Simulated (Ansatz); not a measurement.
A relaxation of cell and atoms of Zn2AsP3 on the sites of Ce2CuGe3 (No. 187) with the PAW code Ansatz, at the level PBEsol. It starts from a supercell of the PBEsol minimum, slightly strained and with each coordinate displaced at random by about 0.06 Å.

```yaml
crystal:
  lattice:
    - [8.384257757, 0.0388239223, 0.1145753984]
    - [-2.0792531925, 3.605756364, -0.0293139043]
    - [0.0885408837, -0.0011958097, 6.3506063811]
  atoms:
    - { symbol: Zn, position: [0.3367910685, 0.3258830983, 0.2583205944] }
    - { symbol: Zn, position: [0.3258975484, 0.3165667929, 0.7452498281] }
    - { symbol: As, position: [0.0033390518, -0.0281098999, -0.0080408024] }
    - { symbol: P, position: [-0.0004825942, 0.0113115312, 0.4876355688] }
    - { symbol: P, position: [0.1725069002, 0.6729794847, -0.0003731786] }
    - { symbol: P, position: [0.1666479493, 0.6616071276, 0.4890449087] }
    - { symbol: Zn, position: [0.8392340545, 0.3474615705, 0.2568896376] }
    - { symbol: Zn, position: [0.8369681307, 0.3533309365, 0.748947638] }
    - { symbol: As, position: [0.5128740853, -0.0108781789, -0.0060827581] }
    - { symbol: P, position: [0.4915106132, -0.007401591, 0.4842731575] }
    - { symbol: P, position: [0.6620824911, 0.6702404725, 0.0008449819] }
    - { symbol: P, position: [0.6508572853, 0.6576596369, 0.5007825533] }
kpoints:
  mp_grid: { grid: [6, 6, 4] }
hamiltonian:
  xc: pbesol
scf:
  occupations: { method: fermi_dirac, width: 0.05 }
relax:
  f_tol: 0.01
  cell: {}
  max_steps: 120
```

Of the 54 recorded frames of the trajectory, 13 are shown, each with fractional positions and then forces in eV/Å along x, y and z. The last, and any step after a large change of cell, is solved on a basis re-selected at its cell; pressure is positive in compression.

Step 1: energy 0.0 meV/atom from step 1, largest force component 0.920 eV/Å, pressure +0.84 GPa; a = 8.385 Å, b = 4.162 Å, c = 6.351 Å, α = 90.81°, β = 88.42°, γ = 119.71°
```
Zn 0.3368 0.3259 0.2583    -0.061  -0.031   0.002
Zn 0.3259 0.3166 0.7452     0.047   0.019  -0.191
As 0.0033 0.9719 0.9920    -0.501   0.317   0.036
P  0.9995 0.0113 0.4876    -0.137   0.008   0.057
P  0.1725 0.6730 0.9996     0.563  -0.220   0.120
P  0.1666 0.6616 0.4890     0.019   0.024   0.003
Zn 0.8392 0.3475 0.2569    -0.002  -0.091   0.224
Zn 0.8370 0.3533 0.7489     0.090  -0.103  -0.415
As 0.5129 0.9891 0.9939    -0.920   0.512  -0.051
P  0.4915 0.9926 0.4843     0.013   0.136   0.037
P  0.6621 0.6702 0.0008     0.834  -0.449   0.152
P  0.6509 0.6577 0.5008     0.055  -0.122   0.026
```

Step 2: energy -11.8 meV/atom from step 1, largest force component 0.532 eV/Å, pressure +0.68 GPa; a = 8.456 Å, b = 4.168 Å, c = 6.241 Å, α = 90.62°, β = 89.05°, γ = 119.83°
```
Zn 0.3346 0.3255 0.2582    -0.058  -0.017  -0.056
Zn 0.3270 0.3181 0.7398    -0.004   0.006  -0.052
As 0.0030 0.9723 0.9924    -0.396   0.136  -0.019
P  0.9987 0.0119 0.4898    -0.066   0.073   0.034
P  0.1746 0.6717 0.0026     0.384  -0.179   0.103
P  0.1677 0.6643 0.4897     0.076   0.050  -0.009
Zn 0.8372 0.3420 0.2664    -0.004  -0.067   0.005
Zn 0.8366 0.3479 0.7332     0.051  -0.078  -0.105
As 0.5119 0.9953 0.9929    -0.517   0.333  -0.079
P  0.4915 0.9923 0.4860     0.005   0.069   0.007
P  0.6653 0.6732 0.0044     0.532  -0.202   0.136
P  0.6503 0.6560 0.5022    -0.002  -0.123   0.034
```

Step 3: energy -44.1 meV/atom from step 1, largest force component 0.399 eV/Å, pressure +0.84 GPa; a = 8.831 Å, b = 4.142 Å, c = 5.931 Å, α = 90.29°, β = 90.03°, γ = 120.01°
```
Zn 0.3282 0.3252 0.2475     0.012   0.058  -0.054
Zn 0.3239 0.3187 0.7384    -0.077   0.026   0.047
As 0.9984 0.9581 0.9909    -0.222  -0.295  -0.090
P  0.9982 0.0217 0.4923     0.084   0.123   0.021
P  0.1814 0.6626 0.0157     0.190   0.056   0.105
P  0.1761 0.6836 0.4866     0.129   0.008  -0.077
Zn 0.8319 0.3233 0.2693     0.033   0.065  -0.047
Zn 0.8353 0.3225 0.7191     0.019  -0.001   0.111
As 0.5123 0.0243 0.9848    -0.085  -0.129  -0.051
P  0.4886 0.9808 0.4858     0.025  -0.202  -0.068
P  0.6799 0.7086 0.0211     0.038   0.399   0.170
P  0.6441 0.6412 0.5060    -0.146  -0.109  -0.067
```

Step 4: energy -71.2 meV/atom from step 1, largest force component 0.555 eV/Å, pressure +1.92 GPa; a = 9.162 Å, b = 4.146 Å, c = 5.616 Å, α = 90.08°, β = 90.49°, γ = 119.97°
```
Zn 0.3254 0.3266 0.2391     0.133   0.064  -0.120
Zn 0.3212 0.3197 0.7397     0.003   0.026   0.116
As 0.9935 0.9481 0.9892    -0.179  -0.350  -0.122
P  0.0017 0.0288 0.4959     0.066  -0.128   0.062
P  0.1867 0.6638 0.0191    -0.033   0.195   0.098
P  0.1825 0.6912 0.4855     0.100  -0.005  -0.154
Zn 0.8321 0.3217 0.2778     0.013   0.217  -0.400
Zn 0.8336 0.3076 0.7108    -0.051  -0.005   0.555
As 0.5124 0.0380 0.9822     0.083  -0.230   0.006
P  0.4844 0.9649 0.4835     0.171  -0.158  -0.015
P  0.6883 0.7348 0.0294    -0.156   0.341   0.114
P  0.6365 0.6253 0.5052    -0.151   0.033  -0.142
```

Q: Estimate where the relaxation ends.

A: The middle of the trajectory is left out here.
Step 5: energy -105.6 meV/atom from step 1, largest force component 0.277 eV/Å, pressure -0.07 GPa; a = 9.543 Å, b = 4.200 Å, c = 5.424 Å, α = 89.81°, β = 90.42°, γ = 119.80°
```
Zn 0.3282 0.3301 0.2309     0.048  -0.029   0.002
Zn 0.3202 0.3201 0.7440    -0.014  -0.052  -0.062
As 0.9860 0.9368 0.9863     0.023  -0.178  -0.067
P  0.0017 0.0232 0.4989     0.038  -0.216   0.059
P  0.1910 0.6726 0.0220    -0.274   0.197   0.171
P  0.1879 0.6924 0.4812     0.022  -0.034  -0.261
Zn 0.8350 0.3308 0.2715     0.059   0.277  -0.046
Zn 0.8306 0.2981 0.7239     0.010   0.015   0.163
As 0.5104 0.0408 0.9827     0.148  -0.228  -0.019
P  0.4843 0.9520 0.4804     0.147  -0.010   0.091
P  0.6918 0.7551 0.0355    -0.210   0.061   0.226
P  0.6313 0.6187 0.5002     0.003   0.198  -0.258
```

Step 6: energy -117.8 meV/atom from step 1, largest force component 0.420 eV/Å, pressure +2.34 GPa; a = 9.822 Å, b = 4.237 Å, c = 5.115 Å, α = 89.60°, β = 90.42°, γ = 119.35°
```
Zn 0.3283 0.3310 0.2262     0.062  -0.003   0.181
Zn 0.3183 0.3168 0.7420    -0.031  -0.084  -0.267
As 0.9813 0.9272 0.9841     0.387  -0.043  -0.136
P  0.9995 0.0089 0.5020     0.218  -0.184   0.268
P  0.1893 0.6829 0.0279    -0.420   0.145  -0.027
P  0.1902 0.6913 0.4735    -0.212  -0.001  -0.046
Zn 0.8396 0.3432 0.2714     0.042   0.334  -0.248
Zn 0.8292 0.2902 0.7304    -0.032   0.106   0.321
As 0.5088 0.0347 0.9828     0.204  -0.322  -0.172
P  0.4879 0.9464 0.4794     0.189   0.102   0.256
P  0.6934 0.7727 0.0459    -0.400  -0.412   0.138
P  0.6324 0.6254 0.4919    -0.008   0.363  -0.268
```

Step 48: energy -428.0 meV/atom from step 1, largest force component 0.069 eV/Å, pressure +0.27 GPa; a = 10.994 Å, b = 4.036 Å, c = 5.330 Å, α = 70.76°, β = 101.45°, γ = 108.83°
```
Zn 0.3859 0.3272 0.3549     0.010   0.005  -0.015
Zn 0.2577 0.3692 0.8451     0.023   0.018   0.015
As 0.9738 0.8461 0.8693     0.000  -0.065   0.001
P  0.0062 0.8820 0.4305    -0.027   0.026   0.039
P  0.1747 0.7407 0.0381     0.008   0.003   0.017
P  0.2010 0.8181 0.4452    -0.015   0.015  -0.063
Zn 0.8862 0.3268 0.3523     0.010   0.006  -0.012
Zn 0.7573 0.3697 0.8435     0.024   0.015   0.022
As 0.4737 0.8467 0.8683     0.003  -0.069   0.005
P  0.5064 0.8840 0.4291    -0.034   0.027   0.038
P  0.6744 0.7411 0.0370     0.011   0.003   0.021
P  0.7010 0.8190 0.4442    -0.011   0.015  -0.069
```

Step 49: energy -428.1 meV/atom from step 1, largest force component 0.089 eV/Å, pressure -0.25 GPa; a = 11.035 Å, b = 4.036 Å, c = 5.346 Å, α = 71.11°, β = 101.24°, γ = 109.00°
```
Zn 0.3866 0.3270 0.3555     0.028  -0.012  -0.005
Zn 0.2568 0.3722 0.8462     0.006  -0.033  -0.021
As 0.9736 0.8415 0.8701     0.017  -0.005  -0.030
P  0.0071 0.8832 0.4310    -0.082   0.007   0.050
P  0.1742 0.7406 0.0370    -0.022   0.065  -0.023
P  0.2008 0.8202 0.4422     0.055  -0.025   0.025
Zn 0.8869 0.3267 0.3528     0.025  -0.015   0.000
Zn 0.7563 0.3720 0.8451     0.011  -0.029  -0.019
As 0.4736 0.8417 0.8695     0.018  -0.005  -0.030
P  0.5073 0.8849 0.4299    -0.089   0.010   0.051
P  0.6741 0.7405 0.0365    -0.027   0.061  -0.017
P  0.7009 0.8204 0.4416     0.061  -0.019   0.018
```

Step 50: energy -428.3 meV/atom from step 1, largest force component 0.019 eV/Å, pressure +0.03 GPa; a = 11.027 Å, b = 4.033 Å, c = 5.336 Å, α = 71.12°, β = 101.02°, γ = 108.84°
```
Zn 0.3883 0.3250 0.3492    -0.015  -0.006   0.001
Zn 0.2565 0.3729 0.8443    -0.012   0.001  -0.014
As 0.9732 0.8428 0.8724    -0.004   0.001  -0.006
P  0.0059 0.8783 0.4348     0.010   0.000   0.014
P  0.1741 0.7439 0.0364     0.009   0.004   0.019
P  0.2011 0.8220 0.4429     0.014   0.003  -0.015
Zn 0.8884 0.3252 0.3482    -0.016  -0.007   0.001
Zn 0.7563 0.3727 0.8436    -0.011   0.003  -0.009
As 0.4732 0.8428 0.8723    -0.003   0.002  -0.006
P  0.5060 0.8788 0.4345     0.007  -0.001   0.015
P  0.6741 0.7437 0.0363     0.009   0.004   0.017
P  0.7012 0.8225 0.4426     0.012  -0.002  -0.018
```

Step 51: energy -428.4 meV/atom from step 1, largest force component 0.006 eV/Å, pressure 0.00 GPa; a = 11.029 Å, b = 4.036 Å, c = 5.335 Å, α = 71.11°, β = 101.03°, γ = 108.86°
```
Zn 0.3884 0.3253 0.3481     0.000  -0.002   0.001
Zn 0.2560 0.3731 0.8434    -0.002   0.000  -0.003
As 0.9732 0.8424 0.8730     0.002   0.000  -0.001
P  0.0060 0.8774 0.4357    -0.002  -0.001   0.000
P  0.1743 0.7441 0.0367    -0.001   0.006   0.003
P  0.2013 0.8228 0.4427     0.005  -0.004  -0.001
Zn 0.8885 0.3249 0.3477    -0.001  -0.001   0.002
Zn 0.7559 0.3731 0.8432    -0.002   0.000  -0.003
As 0.4732 0.8426 0.8727     0.003  -0.001   0.001
P  0.5061 0.8781 0.4353    -0.003  -0.001  -0.001
P  0.6742 0.7441 0.0365    -0.002   0.006   0.004
P  0.7013 0.8228 0.4425     0.004  -0.002  -0.001
```

Step 52: energy -430.1 meV/atom from step 1, largest force component 0.007 eV/Å, pressure +0.13 GPa; a = 11.029 Å, b = 4.036 Å, c = 5.335 Å, α = 71.11°, β = 101.03°, γ = 108.86°
```
Zn 0.3884 0.3253 0.3481    -0.001  -0.004   0.002
Zn 0.2560 0.3731 0.8434    -0.002   0.002  -0.003
As 0.9732 0.8424 0.8730     0.001  -0.001  -0.002
P  0.0060 0.8774 0.4357    -0.002  -0.002  -0.001
P  0.1743 0.7441 0.0367    -0.001   0.007   0.002
P  0.2013 0.8228 0.4427     0.006  -0.002   0.000
Zn 0.8885 0.3249 0.3477    -0.002  -0.004   0.003
Zn 0.7559 0.3731 0.8432    -0.002   0.001  -0.003
As 0.4732 0.8426 0.8727     0.002  -0.002   0.000
P  0.5061 0.8781 0.4353    -0.003  -0.002  -0.002
P  0.6742 0.7441 0.0365    -0.002   0.007   0.002
P  0.7013 0.8228 0.4425     0.005   0.000   0.000
```

Step 53: energy -430.1 meV/atom from step 1, largest force component 0.007 eV/Å, pressure +0.01 GPa; a = 11.050 Å, b = 4.038 Å, c = 5.332 Å, α = 71.16°, β = 101.04°, γ = 108.75°
```
Zn 0.3887 0.3237 0.3486    -0.002  -0.001  -0.001
Zn 0.2557 0.3743 0.8432     0.000   0.001   0.002
As 0.9731 0.8411 0.8731    -0.006  -0.001  -0.003
P  0.0059 0.8762 0.4356    -0.003  -0.003   0.000
P  0.1744 0.7462 0.0361     0.007   0.003   0.002
P  0.2014 0.8237 0.4425     0.003   0.001   0.000
Zn 0.8887 0.3236 0.3484    -0.002  -0.001  -0.001
Zn 0.7556 0.3744 0.8431     0.000   0.001   0.002
As 0.4731 0.8411 0.8730    -0.006   0.000  -0.003
P  0.5059 0.8764 0.4355    -0.002  -0.003   0.000
P  0.6744 0.7463 0.0360     0.007   0.003   0.002
P  0.7014 0.8238 0.4424     0.004   0.000   0.000
```

Step 54: energy -430.1 meV/atom from step 1, largest force component 0.007 eV/Å, pressure +0.01 GPa; a = 11.050 Å, b = 4.038 Å, c = 5.332 Å, α = 71.16°, β = 101.04°, γ = 108.75°
```
Zn 0.3887 0.3237 0.3486    -0.002  -0.001  -0.001
Zn 0.2557 0.3743 0.8432     0.000   0.001   0.002
As 0.9731 0.8411 0.8731    -0.006  -0.001  -0.003
P  0.0059 0.8762 0.4356    -0.003  -0.003   0.000
P  0.1744 0.7462 0.0361     0.007   0.003   0.002
P  0.2014 0.8237 0.4425     0.003   0.001   0.000
Zn 0.8887 0.3236 0.3484    -0.002  -0.001  -0.001
Zn 0.7556 0.3744 0.8431     0.000   0.001   0.002
As 0.4731 0.8411 0.8730    -0.006   0.000  -0.003
P  0.5059 0.8764 0.4355    -0.002  -0.003   0.000
P  0.6744 0.7463 0.0360     0.007   0.003   0.002
P  0.7014 0.8238 0.4424     0.004   0.000   0.000
```

The walk took 51 steps and changed the volume by +10.3 %. The last SCF, on a fresh basis, lies 430 meV an atom below the first. Final cell: space group P1 (No. 1), triclinic; conventional cell a = 4.038 Å, b = 5.332 Å, c = 5.525 Å, α = 79.0°, β = 71.2°, γ = 71.2°, 17.68 Å³ an atom. Zn has 3 P at 2.34–2.43 Å and 2 As at 2.81–3.02 Å; Zn has 3 P at 2.35–2.52 Å and 1 As at 2.55 Å; As has 2 P at 2.33–2.38 Å and 3 Zn at 2.55–3.02 Å; P has 1 P at 2.23 Å and 2 Zn at 2.34–2.43 Å and 1 As at 2.38 Å; P has 1 P at 2.24 Å and 1 As at 2.33 Å and 2 Zn at 2.35–2.52 Å; P has 2 P at 2.23–2.24 Å and 2 Zn at 2.38–2.43 Å.

Wall time 5.9 min on 1 × NVIDIA H100 80GB HBM3 with 2 threads of AMD EPYC 7R13 Processor (Zen 3), on a shared host, load about 2.7 per core; peak host memory 1.3 GiB.

Values at 0 K without nuclear motion; spin polarisation is off, and the phase may be a hypothetical one.

Where bands overlap the cell is a metal at that level, and these k meshes limit energies, forces and stress.
